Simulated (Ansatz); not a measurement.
Thermal properties of HfTi$_{3}$N$_{4}$ from its phonons

The calculation used Ansatz 0.2.0, DFT PBE, scalar-relativistic, plane waves, PAW. Cutoff 420 eV, 10×10×10 k-points (Γ-centred), Fermi-Dirac smearing of 0.15 eV. No spin polarisation. Phonons by linear response, acoustic sum rule imposed.

Relaxed structure:
```cif
data_structure
_symmetry_space_group_name_H-M 'P 1'
_symmetry_Int_Tables_number 1
_cell_length_a 4.3438
_cell_length_b 4.3438
_cell_length_c 4.3438
_cell_angle_alpha 90.000
_cell_angle_beta 90.000
_cell_angle_gamma 90.000
_cell_volume 81.96
loop_
_atom_site_label
_atom_site_type_symbol
_atom_site_fract_x
_atom_site_fract_y
_atom_site_fract_z
_atom_site_occupancy
Hf1 Hf 0.00000 0.00000 0.00000 1
Ti1 Ti 0.50000 0.00000 0.50000 1
Ti2 Ti 0.00000 0.50000 0.50000 1
Ti3 Ti 0.50000 0.50000 0.00000 1
N1 N 0.50000 0.50000 0.50000 1
N2 N 0.00000 0.50000 0.00000 1
N3 N 0.50000 0.00000 0.00000 1
N4 N 0.00000 0.00000 0.50000 1
```

The cell was found from a structure generator's guess, not taken from experiment. In a metal, frequencies and elastic constants depend on the k mesh and the smearing, soft modes and shear constants most. Spin–orbit coupling is left out, which matters for heavy elements. The q mesh is coarse, so values between its points are rough.

Force constants from linear response on a 2×2×2 q mesh, interpolated to a fine mesh.

Phonon density of states, in bins of 20 cm⁻¹:
bin centre (cm⁻¹), share of modes (%) and a bar:
```
       10        0.0
       30        0.0
       50        0.1
       70        0.3
       90        0.5 #
      110        1.4 ##
      130        7.5 ############
      150        5.4 ########
      170        2.8 ####
      190        6.7 ##########
      210        5.6 #########
      230        7.2 ###########
      250       12.4 ###################
      270        0.0
      290        0.0
      310        0.0
      330        0.0
      350        0.0
      370        0.0
      390        0.0
      410        0.0
      430        4.2 #######
      450       19.3 ##############################
      470        6.3 ##########
      490        6.9 ###########
      510        0.8 #
      530        0.0
      550        0.0
      570        0.0
      590        1.3 ##
      610        3.8 ######
      630        2.6 ####
      650        2.2 ###
      670        1.8 ###
      690        0.7 #
      710        0.0
```

Q: How much zero-point energy does an atom carry?

A: 64.9 meV.

Q: How large are the vibrational entropy and heat capacity at 300 K?

A: S = 2.23 k_B and C_V = 2.33 k_B per atom, 78 % of the Dulong–Petit value.

Q: Tabulate them against temperature.

A:
```
T (K)  F_vib (meV/atom)  S (k_B/atom)  C_V (k_B/atom)
  100              63.8          0.44            0.89
  200              56.0          1.38            1.84
  300              40.3          2.23            2.33
  400              18.0          2.94            2.58
  500             -10.0          3.53            2.72
  600             -42.6          4.04            2.80
  700             -79.3          4.47            2.85
  800            -119.6          4.85            2.88
  900            -162.9          5.19            2.91
 1000            -209.0          5.50            2.92
```
